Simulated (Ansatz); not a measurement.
TiO (space group C2/m)

```
TiO
1.0
    4.60386    -2.06169     0.00000
    4.60386     2.06169     0.00000
   -1.71751     0.00000     5.49664
Ti O
5 5
Cartesian
  5.44836   0.00000   1.78115
  2.04185   0.00000   3.71549
  4.69572   0.00000   4.56451
  2.79449   0.00000   0.93212
 -0.85875   0.00000   2.74832
  4.60386   0.00000   0.00000
  7.35912   0.00000   0.92395
  0.13109   0.00000   4.57269
  6.51849   0.00000   3.61893
  0.97173   0.00000   1.87771
```

The slice is a (100) plane (indices of the conventional cell) through the point (0.665, 0.665, 0.830) (fractional), spanned by u = [1 -1 0] and v = [001] in vectors of this cell: u (4.12 Å) and v (5.76 Å, at 90° to u). It covers one period; positions are fractions (u, v).

Method: PBEsol (plane waves to 420 eV, PAW, scalar-relativistic; Ansatz, an electronic-structure program). k mesh 12×12×8. Inside the PAW spheres the values are not all-electron values, and peaks at nuclei hang on which shells count as valence. TiO is run without spin polarisation and with no Hubbard U. TiO was relaxed with its symmetry unable to fall.

**Question.** What is the valence density on the shortest Ti–O line in this plane (2.06 Å), at its midpoint?

**Answer.** 0.51 e/Å³.

**Question.** What is the ELF at the midpoint of the shortest Ti–O line in this plane (2.06 Å)?

**Answer.** 0.13.

**Question.** Predict the map of the electrostatic potential energy of an electron, from the cell's mean on the slice.

**Answer.** 
```
v \ u  0.00  0.10  0.20  0.30  0.40  0.50  0.60  0.70  0.80  0.90
-----  ----  ----  ----  ----  ----  ----  ----  ----  ----  ----
0.86   <1.0  <1.0   4.0   7.7   7.3   5.8   7.3   7.7   4.0  <1.0
0.71    5.3   6.4   8.1   8.6   7.8   7.0   7.8   8.6   8.1   6.4
0.57      x     x  <1.0   4.8     x     x     x   4.8  <1.0     x
0.43      x     x  <1.0   5.4     x     x     x   5.4  <1.0     x
0.29    4.7   5.8   7.9   9.2   9.5   9.3   9.5   9.2   7.9   5.8
0.14   <1.0  <1.0   3.8   8.3   8.4   7.7   8.4   8.3   3.8  <1.0
0.00      x     x  <1.0   3.5     x     x     x   3.5  <1.0     x
```

Values: electrostatic potential energy of an electron, from the cell's mean, in eV. Points within 0.8 Å of a nucleus are blanked (x), as the pseudised field means little there. Values under 1 eV are set to 1. The zero, the cell's mean, hangs on the PAW cores.
